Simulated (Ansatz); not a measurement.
## Computed properties of SiO₂

SiO₂:
```
CELL_PARAMETERS angstrom
      4.92059     0.00000     0.00000
     -2.46030     4.26136     0.00000
      0.00000     0.00000     5.41657
ATOMIC_POSITIONS crystal
  Si 0.53106 0.53106 0.00000
  Si 0.46894 0.00000 0.33333
  Si 0.00000 0.46894 0.66667
  O  0.26907 0.41313 0.78454
  O  0.58687 0.85593 0.11788
  O  0.14407 0.73093 0.45121
  O  0.41313 0.26907 0.21546
  O  0.85593 0.58687 0.88212
  O  0.73093 0.14407 0.54879
```

Space group P3_121 (No. 152); conventional cell a = 4.921 Å, b = 4.921 Å, c = 5.417 Å, α = 90.00°, β = 90.00°, γ = 120.00°.

Method: r²SCAN in the plane-wave PAW code Ansatz. Geometry: relaxed at this level of theory. Other levels are named where they apply.

### Cell and energy

```
Property                                                       Value
-----------------------------------------------------  -------------
Volume per atom                                             12.62 Å³
Density                                                   2.64 g/cm³
Formation energy from the elements (no fitted shifts)  -2.99 eV/atom
```

### Electronic structure

```
Item                                                                    Value
----------------------------------------  -----------------------------------
Band gap                                                   6.60 eV (indirect)
Valence-band maximum                                                     at K
Conduction-band minimum                                                  at Γ
Smallest direct gap on the standard path                              6.89 eV
Electron effective mass                                   0.49 mₑ (isotropic)
Hole effective mass                       1.5, 8.1, 8.1 mₑ (principal values)
HSE06 gap on the r²SCAN cell                                          7.78 eV
```

### Mechanics

```
Item                                                                                                                         Value
-----------------------------------------------------------  ---------------------------------------------------------------------
Bulk modulus (Birch–Murnaghan fit)                                                                                        39.4 GPa
Pressure derivative B′                                                                                                         4.7
Elastic constants (relaxed ions, GPa)                        C11 = 86.3, C12 = 8.8, C13 = 12.3, C14 = -18.2, C33 = 107, C44 = 59.1
Mechanical stability                                                                        stable (all eigenvalues of C positive)
Hill bulk and shear moduli                                                                                       38.2 and 44.2 GPa
Young's modulus                                                                                                           95.7 GPa
Poisson's ratio                                                                                                               0.08
Debye temperature from the elastic constants                                                                                 571 K
Piezoelectric stress constants (proper, relaxed ions, C/m²)                 e11 = 0.17, e12 = e26 = -0.17, e14 = -0.04, e25 = 0.04
```

### Dielectric response

```
Property                                                                     Result
--------------------------------------------------------  -------------------------
Electronic dielectric constant ε∞ (DFPT)                  2.37 (xx = yy), 2.40 (zz)
Static dielectric constant ε0 (ions relaxed, cell fixed)  4.41 (xx = yy), 4.61 (zz)
Born charges (a third of the trace)                             Si +3.38, O -1.69 e
Largest static χ(2) component                                             0.69 pm/V
```

### Phonons

```
Property                                                                   Value
--------------------------------------------------  ----------------------------
Highest zone-centre frequency (without LO–TO term)                     1164 cm⁻¹
Zone-centre stability                                     no imaginary mode at Γ
Dynamical stability on the path                     stable (no imaginary branch)
Zero-point energy                                                 105.4 meV/atom
Vibrational entropy at 300 K                             13.9 J/(K·mol of atoms)
```

### Charges

```
Property                    Result
-------------  -------------------
Bader charges  Si +3.37, O -1.68 e
```

Symmetry was held in the r²SCAN relaxation. Signs of piezoelectric constants follow the polarity of the cell as given. The references are the lowest solids computed at this level, not always the standard phases (solids in place of the gases).

Potentials: the earlier of the program's two PAW sets. The files were generated under PBE; for other functionals the program regenerates the frozen cores, and for LDA and PBEsol the local potential too.
